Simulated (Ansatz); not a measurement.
A geometry of Ti away from equilibrium: the start of the relaxation of a relaxed Ti cell displaced along its unstable phonon at q = (½, 0, 0) of its primitive reciprocal cell (149i cm⁻¹), largest move 0.15 Å. Calculation: PBEsol (plane waves to 420 eV, PAW, scalar-relativistic; Ansatz, a quantum-chemistry and plane-wave program). Γ-centred k-mesh 6×12×12 on the run's cell (coarser than for final values), Fermi–Dirac smearing 0.05 eV.

```xyz
2
Lattice="5.1879 0.0000 0.0000 0.0000 2.5939 0.0000 0.0000 0.0000 2.5939" Properties=species:S:1:pos:R:3 pbc="T T T"
Ti     1.2970     1.2970     1.1470
Ti     3.8909     1.2970     1.4470
```

### Question
Give the Cartesian forces on all atoms (eV/Å).

### Answer
```csv
atom,Fx,Fy,Fz
Ti1,0.00,0.00,-0.63
Ti2,0.00,0.00,0.63
```

### Question
What is the pressure?

### Answer
-0.2 GPa, compression positive.

### Question
How far above the relaxed end point is this geometry?

### Answer
0.44 eV/atom; the path ends in P6/mmm (No. 191) (AFLOW prototype A_hP1_191_a (A_f, as in Sn)).

No spin polarisation in the result.

The run could not lose the symmetry of its start, so the end can be a saddle point.

The end of the path is a generated cell of Ti: the first start was made by placing the elements on the sites of a structure type, and the end was not matched to a known phase here, so it may be hypothetical. Known forms of Ti include space group No. 194.
